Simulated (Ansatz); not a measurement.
Hf (diamond, Fd-3m) is relaxed with PBE in the plane-wave PAW code Ansatz. What lattice parameters of the conventional cell result?

a = 6.540 Å.

The start of the workflow was typed in or built on a structure type; neither database checked (COD, Materials Project) lists it. It is not the phase usual at ambient conditions (space group No. 194). Symmetry was held in the PBE relaxation; whether a distortion lowers the energy is not shown. The run is not spin-polarised. Scalar-relativistic: spin–orbit coupling is off unless named, which matters more the heavier the elements.

Potentials: the earlier of the program's two PAW sets.
